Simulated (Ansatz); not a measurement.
BP:
```
BP
1.0
    2.69062     0.00000     0.00000
    0.00000     2.69062     0.00000
    0.00000     0.00000     2.69062
B P
1 1
Cartesian
  0.00000   0.00000   0.00000
  1.34531   1.34531   1.34531
```

Relaxed with PBEsol. Special points in fractions of this cell's reciprocal vectors: Γ (0.000, 0.000, 0.000); X (0.000, 0.500, 0.000); M (0.500, 0.500, 0.000); R (0.500, 0.500, 0.500).

Task: List the band energies nearest the Fermi level at these points for the program Ansatz at the PBEsol level (PAW).

Result: In eV from the Fermi level; about four levels below and three above (degenerate sets whole), none deeper than 8.9 eV; … stands for higher levels left out; points with the same levels are listed once.

| k | below | above |
|---|---|---|
| Γ | -1.13 -1.13 -1.13 | 2.54 4.20 4.20 |
| X | – | 2.89 2.89 3.52 3.52 |
| M | -8.35 -8.35 -6.14 | 5.23 5.71 … |
| R | -3.90 -3.90 -3.90 -3.26 -3.26 -3.26 | … |

Space group Pm-3m (CsCl type). The start of the workflow was typed in or built on a structure type; neither database checked (COD, Materials Project) lists it. It is not the phase usual at ambient conditions (space group No. 216). The cell was relaxed with PBEsol under the symmetry of its start. At this level the phase is dynamically unstable (imaginary phonons). The volume moved by 16 % from the start of the relaxation. Its formation energy is positive at this level, so the cell may be metastable or incomplete.

Potentials: the later of the program's two PAW sets.
